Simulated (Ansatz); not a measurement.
An Ansatz (a program for electronic structure) run. Input:

Ansatz 0.2 input:
```yaml
crystal:
  lattice:
    - [5.1711630827, 0.0, 0.0]
    - [0.0, 5.1711630827, 0.0]
    - [0.0, 0.0, 5.1711630827]
  atoms:
    - { symbol: Sr, position: [0.5, 0.5, 0.0] }
    - { symbol: Sr, position: [0.0, 0.5, 0.5] }
    - { symbol: Sr, position: [0.5, 0.0, 0.5] }
    - { symbol: Bi, position: [0.0, 0.0, 0.0] }
    - { symbol: N, position: [0.5, 0.5, 0.5] }
kpoints:
  mp_grid: { grid: [5, 5, 5] }
  band_path:
    path:
      - [[0.0, 0.0, 0.0], [0.0, 0.5, 0.0], [0.5, 0.5, 0.0], [0.0, 0.0, 0.0], [0.5, 0.5, 0.5], [0.0, 0.5, 0.0]]  # Γ-X-M-Γ-R-X
      - [[0.5, 0.5, 0.5], [0.5, 0.5, 0.0]]  # R-M
    npoints: 12
basis: { xc_grid: 2 }
hamiltonian:
  xc: pbesol
  pseudopotentials: { kind: paw }
magnetization: { noncollinear: true, spin_orbit: true }
scf:
  n_extra_bands: 12
  convergence: { dr2_threshold: 0.0000000001 }
  occupations: { method: gaussian, width: 0.05 }
output: { eigenvalues: true }
```

Output (shortened):

```
Pseudopotential: Sr, paw_fr, valence charge 10
Pseudopotential: Bi, paw_fr, valence charge 15
Pseudopotential: N, paw_fr, valence charge 5
Functional definition: PBEsol
non-collinear run that drives no moment, with spin-orbit …
Crystal: 5 atoms, lattice volume = 138.282 Å³
Basis set: ecut = 420 eV, 2721 PW (Γ), exchange–correlation on 72×72×72 points (8 copies of the dense FFT grid, shifted against one another)
Bands: 62, of which v1, the nominal top of the filled ones, is band 50 counted from 1 (49 counted from 0)
Symmetry: 48 space group operations + 48 with time reversal
k-points: 10 of 125
Projection manifold: j_resolved (fully-relativistic pseudo-atomic orbitals)
SCF iter   1: F=—  HF=-23145.869964 eV  |F-HF|=—  |Δ(HF+E_count)|=         —  Δρ=3.45e-2  dr2=4.18e0  dr2_m=0.00e0 (ungated)  ethr=3.10e-3  |M|=0.00e0 ∫|m|=0.00e0 μB  |m|>n=0.0e0 m-floor=0.0e0 τ_xc=0.0e0  β_m=0.30  ⟨swp⟩=13.4  Hψ=1999  notcnv=0  defer=2
preconditioner: auto → Resta (q_TF=auto, 2.303 Å⁻¹)
spin=Noncollinear: Resta preconditioning applied to the charge; magnetization (m_x, m_y, m_z) channels mix plain (no charge-response kernel on spin).
SCF iter   2: F=—  HF=-23144.948897 eV  |F-HF|=—  |Δ(HF+E_count)|=   9.21e-1  Δρ=2.33e-2  dr2=1.49e0  dr2_m=0.00e0 (ungated)  ethr=3.10e-3  |M|=0.00e0 ∫|m|=0.00e0 μB  |m|>n=0.0e0 m-floor=0.0e0 τ_xc=0.0e0  β_m=0.51  ⟨swp⟩=3.2  Hψ=570  notcnv=0  defer=58
SCF iter   3: F=—  HF=-23144.508824 eV  |F-HF|=—  |Δ(HF+E_count)|=   4.40e-1  Δρ=8.04e-3  dr2=1.91e-1  dr2_m=0.00e0 (ungated)  ethr=2.99e-3  |M|=0.00e0 ∫|m|=0.00e0 μB  |m|>n=0.0e0 m-floor=0.0e0 τ_xc=0.0e0  β_m=0.52  ⟨swp⟩=3.4  Hψ=615  notcnv=0  defer=58
SCF iter   4: F=—  HF=-23144.489818 eV  |F-HF|=—  |Δ(HF+E_count)|=   1.90e-2  Δρ=5.68e-3  dr2=4.11e-2  dr2_m=0.00e0 (ungated)  ethr=3.81e-4  |M|=0.00e0 ∫|m|=0.00e0 μB  |m|>n=0.0e0 m-floor=0.0e0 τ_xc=0.0e0  β_m=0.58  ⟨swp⟩=2.9  Hψ=450  notcnv=0  defer=56
SCF iter   5: F=—  HF=-23144.486691 eV  |F-HF|=—  |Δ(HF+E_count)|=   3.13e-3  Δρ=1.33e-3  dr2=3.08e-3  dr2_m=0.00e0 (ungated)  ethr=8.23e-5  |M|=0.00e0 ∫|m|=0.00e0 μB  |m|>n=0.0e0 m-floor=0.0e0 τ_xc=0.0e0  β_m=0.70  ⟨swp⟩=2.0  Hψ=396  notcnv=0  defer=56
SCF iter   6: F=—  HF=-23144.487018 eV  |F-HF|=—  |Δ(HF+E_count)|=   3.28e-4  Δρ=2.65e-4  dr2=1.03e-4  dr2_m=0.00e0 (ungated)  ethr=6.16e-6  |M|=0.00e0 ∫|m|=0.00e0 μB  |m|>n=0.0e0 m-floor=0.0e0 τ_xc=0.0e0  β_m=0.82  ⟨swp⟩=2.3  Hψ=406  notcnv=0  defer=56
SCF iter   7: F=—  HF=-23144.487064 eV  |F-HF|=—  |Δ(HF+E_count)|=   4.56e-5  Δρ=3.26e-5  dr2=1.69e-6  dr2_m=0.00e0 (ungated)  ethr=2.06e-7  |M|=0.00e0 ∫|m|=0.00e0 μB  |m|>n=0.0e0 m-floor=0.0e0 τ_xc=0.0e0  β_m=0.91  ⟨swp⟩=2.0  Hψ=417  notcnv=0  defer=56
SCF iter   8: F=—  HF=-23144.487176 eV  |F-HF|=—  |Δ(HF+E_count)|=   1.12e-4  Δρ=6.59e-6  dr2=6.33e-8  dr2_m=0.00e0 (ungated)  ethr=3.38e-9  |M|=0.00e0 ∫|m|=0.00e0 μB  |m|>n=0.0e0 m-floor=0.0e0 τ_xc=0.0e0  β_m=0.95  ⟨swp⟩=2.0  Hψ=512  notcnv=0  defer=56
SCF iter  10: F=-23144.487176 eV  HF=-23144.487176 eV  |F-HF|=3.64e-12  |Δ(HF+E_count)|=  6.55e-11  Δρ=1.56e-7  dr2=3.31e-11  dr2_m=0.00e0 (ungated)  ethr=1.00e-12  |M|=0.00e0 ∫|m|=0.00e0 μB  |m|>n=0.0e0 m-floor=0.0e0 τ_xc=0.0e0  ⟨swp⟩=12.4  Hψ=1426  notcnv=0
SCF 1 converged in 10 iterations: F = -23144.487176 eV  dr2 = 3.31e-11
NSCF: frozen V_eff on 74 k-points
SCF converged after 10 iterations
Magnetization: |M| = 0.0000 μB,  M = (+0.0000, +0.0000, +0.0000) μB
Absolute magnetization: 0.0000 μB (∫|m|)
  site 0: m = (+0.0000, +0.0000, +0.0000) μB, |m| = 0.0000 μB  (R = 1.07 Å)
  site 1: m = (+0.0000, +0.0000, +0.0000) μB, |m| = 0.0000 μB  (R = 1.07 Å)
  site 2: m = (+0.0000, +0.0000, +0.0000) μB, |m| = 0.0000 μB  (R = 1.07 Å)
  site 3: m = (+0.0000, +0.0000, +0.0000) μB, |m| = 0.0000 μB  (R = 1.51 Å)
  site 4: m = (+0.0000, +0.0000, +0.0000) μB, |m| = 0.0000 μB  (R = 1.07 Å)
Free energy (F): -23144.487176 eV
Harris-Foulkes:  -23144.487176 eV  (|F-HF|=3.64e-12)
Internal energy: -23144.486393 eV  (E = F + TS)
E sigma→0 (E₀):  -23144.486785 eV
Entropy (-TS):   -0.000783 eV (-0.157 meV/atom)
Fermi energy:    9.257854 eV
--- Per-component energies (eV) ---
  E_band       = -342.108376
  E_kinetic    = 1172.293378
  E_local      = -3611.706506  (includes V_loc(G=0)·N_el)
  E_nonlocal   = 1216.417031
  E_hartree    = 1010.137482
  E_xc         = -726.097304
  E_vxc        = -706.652584  (∫ρ·V_xc dr)
  E_paw        = -18609.238335  (= ΣΔE_a)
  E_vpaw       = -432.734296  (= ΣTr[D̂ρ^β])
  E_aug_tail   = -0.000303  (compensation charges beyond the density's cutoff)
  E_ewald      = -3596.826663
  E_core_change = 0.534828  (= ΣΔE_core)
  E_smearing   = -0.000783  (= −TS)
  E_closure    = 0.000000  (closes the sum)
  Σ components = -23144.487176   (vs F -23144.487176, Δ=0.00e0)
  [band-id]    e_kinetic+e_local+e_nonlocal+2·e_hartree+e_vxc+e_vpaw+e_augmentation_tail = -342.108317   (vs E_band -342.108376, Δ=5.88e-5)
--- Band table (eV; the first three rows and the last of 10) ---
  k-point 0: bands = ["-25.9017", "-25.9017", "-25.7880", "-25.7880", "-25.7880", "-25.7880", "-14.3207", "-14.3207", "-14.3207", "-14.3207", "-11.3335", "-11.3335", "-11.3299", "-11.3299", "-11.3299", "-11.3299", "-8.8769", "-8.8769", "-8.8769", "-8.8769", …
  k-point 1: bands = ["-25.8921", "-25.8921", "-25.7974", "-25.7974", "-25.7879", "-25.7879", "-14.3209", "-14.3209", "-14.3208", "-14.3208", "-11.3348", "-11.3348", "-11.3309", "-11.3309", "-11.3299", "-11.3299", "-8.8692", "-8.8692", "-8.8543", "-8.8543", …
  k-point 2: bands = ["-25.8699", "-25.8699", "-25.8193", "-25.8193", "-25.7876", "-25.7876", "-14.3213", "-14.3213", "-14.3209", "-14.3209", "-11.3374", "-11.3374", "-11.3320", "-11.3320", "-11.3300", "-11.3300", "-8.8566", "-8.8566", "-8.7967", "-8.7967", …
  k-point 9: bands = ["-25.8320", "-25.8320", "-25.8211", "-25.8211", "-25.8211", "-25.8211", "-14.3202", "-14.3202", "-14.3200", "-14.3200", "-11.3347", "-11.3347", "-11.3286", "-11.3286", "-11.3280", "-11.3280", "-8.9837", "-8.9837", "-8.8279", "-8.8279", …
```

Cost: very roughly 2.0 core-minutes on shared cores.

Space group Pm-3m (anti-perovskite). The first step of the workflow began from a Materials Project structure, measured or hypothetical; the Crystallography Open Database copy checked does not list it. Its standing as an ambient phase is unchecked. The PBEsol relaxation kept the symmetry of its start; whether a distortion lowers the energy is not shown.

Potentials: the later of the program's two PAW sets.

Ansatz is a plane-wave DFT program.
